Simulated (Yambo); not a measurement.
GaN (wurtzite, space group P6_3mc, No. 186): the exchange self-energy on PBEsol orbitals (Yambo, 6×6×4 mesh) holds the Coulomb divergence, which is integrated with random points (RandQpts).

| random points | exchange-only gap Γ → Γ (eV) | shift of the valence edge (eV) | gap against the reference (meV) |
|---|---|---|---|
| 1,000 | 8.97 | -3.20 | 154 |
| 10,000 | 8.74 | -2.87 | -71 |
| 100,000 | 8.83 | -3.01 | 19 |
| 1,000,000 | 8.83 | -3.00 | 15 |
| 5,000,000 | 8.81 | -2.98 | reference |

From 100,000 points on, the gap stays within 20 meV of the run with most points. The error is statistical; each row is a single draw, so the rows fix no rate of convergence.

Spin-orbit coupling is not included.

Geometry relaxed with PBEsol; primitive cell a = b = 3.1838 Å, c = 5.1867 Å, α = β = 90.00°, γ = 120.00°.

A shift is the quasiparticle energy of the state minus its PBEsol energy.
